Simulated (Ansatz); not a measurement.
# Sr (Fm-3m), two-dimensional strain map

These are results of DFT PBEsol, scalar-relativistic, plane waves, PAW in Ansatz 0.2.0, not measurements. Settings: plane waves to 420 eV, k-mesh 10×10×10 (Γ-centred), Gaussian smearing 0.03 eV. No spin polarisation. Energies are free energies at this smearing, counted from the undisturbed cell; pressure is positive in compression.

Reference structure (as given, not relaxed at this level; it stands at -0.9 GPa):

```xyz
1
Lattice="0.0000 3.0423 3.0423 3.0423 0.0000 3.0423 3.0423 3.0423 0.0000" Properties=species:S:1:pos:R:3 pbc="T T T"
Sr    0.0000    0.0000    0.0000
```

The cell is strained by p along both x and y and by q along z, fractional coordinates fixed. Points are written (p, q).

Energy above the undisturbed cell in meV/atom (a dash: not computed):

```
 p \ q  -0.050  -0.025  0.000  0.025  0.050
-0.050    -4.6   -10.7  -13.0  -11.3      ?
-0.025   -13.8   -14.1  -11.6   -6.1    2.3
 0.000   -11.2    -6.8    0.0      ?   20.2
 0.025     0.5     9.2   19.6   32.2   46.4
 0.050    20.2    32.6      ?      ?   79.9
```

(1) Fill in the withheld energies.

## Answers

(1) (-0.050, 0.050): -6.1; (0.000, 0.025): 8.9; (0.050, 0.000): 46.5; (0.050, 0.025): 62.3.